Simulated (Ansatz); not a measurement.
ScGeCN in space group P3m1 (No. 156; Sc on 1b, Ge on 1c, C on 1b, N on 1c), r²SCAN in the plane-wave PAW code Ansatz, all energies at zero smearing, with the estimated change up to a 700 eV cutoff added, with one set of potentials and settings (totals compare only within such a set). Cell of 4 atoms (1 Sc, 1 Ge, 1 C, 1 N): -7082.341 eV.

| element | reference phase | E (eV/atom) |
|---|---|---|
| Sc | P6_3/mmc, 2 atoms in the cell | -2140.5631 |
| Ge | Fd-3m, 2 atoms in the cell | -4302.9121 |
| C | P6_3/mmc, 4 atoms in the cell | -251.6688 |
| N | Pa-3, 8 atoms in the cell | -384.8341 |

Formation energy per atom, worked out: (-7082.341 − 1×(-2140.5631) − 1×(-4302.9121) − 1×(-251.6688) − 1×(-384.8341))/4 = -0.591 eV/atom (-57 kJ per mol of atoms), at 0 K, without zero-point energy or fitted corrections.

The start of the workflow was typed in or built on a structure type; neither database checked (COD, Materials Project) lists it. Whether it is the stable phase at ambient conditions was not checked. Symmetry was held in the r²SCAN relaxation; whether a distortion lowers the energy is not shown. No spin polarisation was allowed. The references are the lowest solids computed at this level, not always the standard phases (solids in place of the gases).

Potentials: the earlier of the program's two PAW sets. The files were generated under PBE; for other functionals the program regenerates the frozen cores, and for LDA and PBEsol the local potential too.
